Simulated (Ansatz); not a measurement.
## Ansatz 0.2.0, single run: ScZn$_{3}$

Input:

```yaml
crystal:
  lattice:
    - [2.792397, 4.836572, 0.0]
    - [-2.792397, 4.836572, 0.0]
    - [0.0, 0.0, 4.281675]
  atoms:
    - { symbol: Sc, position: [0.3333, 0.3334, 0.25] }
    - { symbol: Sc, position: [0.6666, 0.6667, 0.75] }
    - { symbol: Zn, position: [0.833, 0.833, 0.25] }
    - { symbol: Zn, position: [0.167, 0.666, 0.75] }
    - { symbol: Zn, position: [0.334, 0.833, 0.25] }
    - { symbol: Zn, position: [0.167, 0.167, 0.75] }
    - { symbol: Zn, position: [0.833, 0.334, 0.25] }
    - { symbol: Zn, position: [0.666, 0.167, 0.75] }
  symmetry: { tolerance: 0.0003 }
kpoints:
  mp_grid: { grid: [4, 4, 4], shift: [0, 0, 0] }
magnetization:
  spin_polarized: false
scf:
  occupations: { method: fermi_dirac, width: 0.1 }
hamiltonian:
  pseudopotentials: { kind: paw }
  xc: r2scan
  dispersion: d4
basis:
  ecutwfc: 500
output:
  forces: true
  stress: true
  eigenvalues: true
```

Launch command:

```bash
ansatz run input.yaml --threads 1 --pin off --max-ram 2560MiB --backend cpu --events-out ev --progress --plain --runs-dir out
```

Origin of the cell: a known structure type with other elements, at an estimated volume, so it need not be a known compound.

Output (shortened):

```
Warning: the atoms were moved onto the symmetric positions of the space group found under crystal.symmetry.tolerance 3.0e-4 (fractional; no operation is sought that the atoms, as they stand i […]
Pseudopotentials: kind: paw
Pseudopotential: Sc, paw, valence charge 11, recommended cutoff 500 eV (meta_gga), Sc.paw.azcp
Pseudopotential: Zn, paw, valence charge 12, recommended cutoff 500 eV (meta_gga), Zn.paw.azcp
Functional definition: r2SCAN
  exchange = r2scan_x(k0 = k0, k1 = k1, a1 = a1)
  correlation = r2scan_c
Crystal: 8 atoms, lattice volume = 115.653 Å³
Basis set: ecut = 500 eV, 2937 PW (Γ), exchange–correlation on 180×180×128 points (64 copies of the dense FFT grid, shifted against one another)
Bands: 57, of which v1, the nominal top of the filled ones, is band 47 counted from 1 (46 counted from 0)
Symmetry: 24 space group operations
[… 8 lines left out …]
Initial density: superposition of atomic densities (neutral atoms: chi_scale 0, normalization atom), corrected by the library's trained network
Functional: x = r2scan, c = r2scan; τ floored in thin density (d = 2e-4 eV/Å³)
SCF iter   1: F=—  HF=-24238.317024 eV  Δρ=2.36e-2  dr2=5.25e-1  dr2_τ=2.28e-2  defer=2
SCF iter   2: F=—  HF=-24238.337895 eV  Δρ=4.05e-3  dr2=2.77e-2  dr2_τ=2.85e-3  defer=11
SCF iter   3: F=—  HF=-24238.320299 eV  Δρ=4.64e-3  dr2=2.60e-2  dr2_τ=2.99e-4  defer=11
SCF iter   4: F=—  HF=-24238.315934 eV  Δρ=1.63e-3  dr2=4.24e-3  dr2_τ=8.48e-5  defer=11
SCF iter   5: F=—  HF=-24238.315843 eV  Δρ=5.30e-4  dr2=3.80e-4  dr2_τ=1.16e-5  defer=11
SCF iter   6: F=—  HF=-24238.316014 eV  Δρ=1.63e-4  dr2=4.32e-5  dr2_τ=2.96e-7  defer=8
SCF iter   7: F=—  HF=-24238.316025 eV  Δρ=3.57e-5  dr2=3.29e-6  dr2_τ=1.29e-8  defer=8
SCF iter   8: F=—  HF=-24238.316027 eV  Δρ=1.16e-5  dr2=2.27e-7  dr2_τ=6.39e-9  defer=8
SCF iter   9: F=-24238.316027 eV  HF=-24238.316027 eV  Δρ=3.80e-6  dr2=2.90e-8  dr2_τ=5.55e-10
SCF 1 converged in 9 iterations: F = -24238.316027 eV  dr2 = 2.90e-8
SCF converged after 9 iterations
Free energy (F): -24238.316027 eV
Harris-Foulkes:  -24238.316027 eV  (|F-HF|=6.58e-9)
Internal energy: -24238.197161 eV  (E = F + TS)
E sigma→0 (E₀):  -24238.256594 eV
Entropy (-TS):   -0.118866 eV (-14.858 meV/atom)
Fermi energy:    12.882923 eV
--- Per-component energies (eV) ---
  E_band       = 132.199173
  E_kinetic    = 1323.804154
  E_local      = -10230.789510  (includes V_loc(G=0)·N_el)
  E_nonlocal   = 3831.905566
  E_hartree    = 4218.930793
  E_xc         = -960.299809
  E_vxc        = -629.948575  (∫ρ·V_xc dr)
  E_paw        = -12989.876570  (= ΣΔE_a)
  E_vpaw       = -2639.727154  (= ΣTr[D̂ρ^β])
  E_aug_tail   = -0.000312  (compensation charges beyond the density's cutoff)
  E_vtau       = 39.090494  (kinetic-family band-sum trace: ∫τ·v_τ [+ j·A + Jᵃ·Aᵃ] dr)
  E_ewald      = -9429.308952
  E_disp       = -0.989825  (pairwise vdW)
  E_core_change = -1.572696  (= ΣΔE_core)
  E_smearing   = -0.118866  (= −TS)
  Σ components = -24238.316027   (vs F -24238.316027, Δ=0.00e0)
--- Forces (eV/Å), atoms counted from 1 ---
  atom   1  Sc    -0.000000    -0.000000     0.000000
  atom   2  Sc     0.000000     0.000000     0.000000
  atom   3  Zn    -0.000000     0.640629     0.000000
  atom   4  Zn    -0.554801     0.320314     0.000000
  atom   5  Zn    -0.554801    -0.320314     0.000000
  atom   6  Zn     0.000000    -0.640629     0.000000
  atom   7  Zn     0.554801    -0.320314     0.000000
  atom   8  Zn     0.554801     0.320314     0.000000
  max |Σ_I F_I| component: 2.22e-16 eV/Å
--- Stress (GPa, compression-positive) ---
       11.110200       0.000000       0.000000
       -0.000000      11.110200       0.000000
        0.000000       0.000000       9.668057
  P = ⅓ Tr σ = 10.6295 GPa (106.295 kbar)
```

Caveats: the k mesh is coarse if the cell is a metal.

Time: 16 s on 1 thread of Arm Neoverse V1 (shared host), peak memory 0.69 GiB, from the program's own first density.
